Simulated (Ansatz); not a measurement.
LaSi2Pt2:
```yaml
crystal:
  lattice:
    - [-2.14795, 2.14795, 4.97273]
    - [2.14795, -2.14795, 4.97273]
    - [2.14795, 2.14795, -4.97273]
  atoms:
    - { symbol: Si, position: [0.37557, 0.37557, 0.00000] }
    - { symbol: Si, position: [0.62443, 0.62443, 0.00000] }
    - { symbol: Pt, position: [0.75000, 0.25000, 0.50000] }
    - { symbol: Pt, position: [0.25000, 0.75000, 0.50000] }
    - { symbol: La, position: [0.00000, 0.00000, 0.00000] }
```

Relaxed with r²SCAN. Special points in fractions of this cell's reciprocal vectors: Γ (0.000, 0.000, 0.000); X (0.000, 0.000, 0.500); P (0.250, 0.250, 0.250); N (0.000, 0.500, 0.000); M (0.500, 0.500, -0.500); S (0.297, 0.703, -0.297); S0 (-0.297, 0.297, 0.297); R (-0.093, 0.093, 0.500); G (0.500, 0.500, -0.093).

**Question.** List the band energies nearest the Fermi level at these points for plane-wave PAW r²SCAN (Ansatz code).

**Answer.** In eV from the Fermi level; about four levels below and three above (degenerate sets whole), none deeper than 8.9 eV; points with the same levels are listed once.

```csv
k,below,above
Γ,-1.79 -1.79 -1.13 -0.59,1.19 1.19 1.80
X,-1.63 -1.26 -0.65 -0.61,2.32 2.34 2.65
P,-1.46 -1.46 -0.63 -0.63,2.28 2.54 2.54
N,-3.71 -3.12 -1.81 -0.38,1.27 1.92 2.11
M,-2.50 -1.13 -1.10 -1.10,0.39 0.69 2.26
S,-3.48 -3.47 -0.39 -0.25,0.25 2.14 2.31
R,-1.29 -1.07 -0.64 -0.33,2.35 2.39 2.62
```

Space group I4/mmm. The workflow started from an entry of the Crystallography Open Database (COD). Its standing as an ambient phase is unchecked. Symmetry was held in the r²SCAN relaxation; its stability against distortions is not shown here. No spin polarisation was allowed. Scalar-relativistic: spin–orbit coupling is off unless named, which matters more the heavier the elements.

Potentials: the later of the program's two PAW sets.
